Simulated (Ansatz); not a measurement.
TaSe2:
```
TaSe2
1.0
   12.31781     0.00000     0.00000
   -6.15890    10.66753     0.00000
    0.00000     0.00000     6.20776
Ta Se
13 26
Direct
  0.00000   0.00000   0.00000
  0.07025   0.28697   0.99961
  0.15223   0.63661   0.00198
  0.21672   0.92975   0.99961
  0.28697   0.21672   0.00039
  0.36339   0.51562   0.00198
  0.48438   0.84777   0.00198
  0.51562   0.15223   0.99802
  0.63661   0.48438   0.99802
  0.71303   0.78328   0.99961
  0.78328   0.07025   0.00039
  0.84777   0.36339   0.99802
  0.92975   0.71303   0.00039
  0.12409   0.17474   0.28299
  0.17474   0.05065   0.71701
  0.19672   0.48545   0.25345
  0.25083   0.35277   0.72104
  0.28873   0.80328   0.25345
  0.33333   0.66667   0.74827
  0.35277   0.10193   0.27896
  0.40661   0.97084   0.74981
  0.43577   0.40661   0.25019
  0.48545   0.28873   0.74655
  0.51455   0.71127   0.25345
  0.56423   0.59339   0.74981
  0.59339   0.02916   0.25019
  0.64723   0.89807   0.72104
  0.66667   0.33333   0.25173
  0.71127   0.19672   0.74655
  0.74917   0.64723   0.27896
  0.80328   0.51455   0.74655
  0.82526   0.94935   0.28299
  0.87591   0.82526   0.71701
  0.89807   0.25083   0.27896
  0.94935   0.12409   0.71701
  0.97084   0.56423   0.25019
  0.02916   0.43577   0.74981
  0.05065   0.87591   0.28299
  0.10193   0.74917   0.72104
```

Relaxed with LDA.

Question: Which orbitals make up the states near the Fermi level in LDA (plane waves, PAW; program Ansatz)?

Answer: Within 0.5 eV of the Fermi level: Ta 5d 64 %, Se 4p 31 %. Projections are on Löwdin-orthogonalised atomic valence shells; empty p or d shells of many metals are not among them.

Question: Tabulate the density of states.

Answer: States/eV per cell of 39 atoms, in 0.25 eV bins, energy from the Fermi level.

```csv
E (eV),total,Se 4p,Ta 5d,Ta 6s
-7.85,0.00,0.00,0.00,0.00
-7.60,0.00,0.00,0.00,0.00
-7.35,0.00,0.00,0.00,0.00
-7.10,0.00,0.00,0.00,0.00
-6.85,1.48,0.94,0.28,0.15
-6.60,8.30,5.10,1.88,1.01
-6.35,13.31,8.23,3.02,1.54
-6.10,14.60,9.12,3.17,1.54
-5.85,20.51,13.05,4.24,2.18
-5.60,23.42,15.16,4.93,2.01
-5.35,31.31,22.28,6.35,1.23
-5.10,37.86,27.69,7.39,1.16
-4.85,24.31,17.17,4.68,1.04
-4.60,18.46,12.23,4.14,0.85
-4.35,20.51,13.24,5.61,0.67
-4.10,30.71,19.61,8.93,0.64
-3.85,41.85,26.84,12.18,0.51
-3.60,40.53,26.33,11.65,0.38
-3.35,37.58,24.36,11.14,0.28
-3.10,40.45,26.14,12.45,0.27
-2.85,43.03,28.25,12.96,0.25
-2.60,41.04,27.53,11.71,0.24
-2.35,29.98,21.12,7.24,0.24
-2.10,27.47,20.23,5.84,0.21
-1.85,25.70,19.27,5.26,0.15
-1.60,18.11,13.29,4.10,0.09
-1.35,15.07,10.37,4.15,0.06
-1.10,16.62,8.98,6.99,0.11
-0.85,16.99,8.24,8.08,0.10
-0.60,16.45,6.53,9.20,0.15
-0.35,16.78,6.24,9.81,0.13
-0.10,3.74,1.23,2.34,0.02
0.15,8.48,2.26,5.81,0.08
0.40,21.07,5.74,14.45,0.21
0.65,20.64,6.59,13.16,0.25
0.90,22.12,7.89,13.25,0.29
1.15,19.68,6.06,12.62,0.31
1.40,28.29,7.42,19.25,0.59
1.65,23.03,6.10,15.56,0.47
1.90,28.93,7.12,20.05,0.74
2.15,15.55,3.96,10.64,0.42
2.40,0.03,0.01,0.02,0.00
2.65,17.61,2.86,13.00,0.21
2.90,46.99,8.59,33.98,0.84
3.15,30.06,7.16,19.31,0.62
```

Space group P-3. The start of the workflow was typed in or built on a structure type; neither database checked (COD, Materials Project) lists it. COD files the formula under space group No. 2, 42, 166, 186, 194. Whether it is the stable phase at ambient conditions was not checked. The LDA relaxation kept the symmetry of its start; whether a distortion lowers the energy is not shown. No spin polarisation was allowed. A crystal of weakly bound layers computed without a dispersion correction: the cell and the soft elastic constants depend strongly on that. With an odd number of electrons in the cell and no spin polarisation, the count alone makes it a metal. Spin–orbit coupling is left out wherever it is not named.

Potentials: the later of the program's two PAW sets.
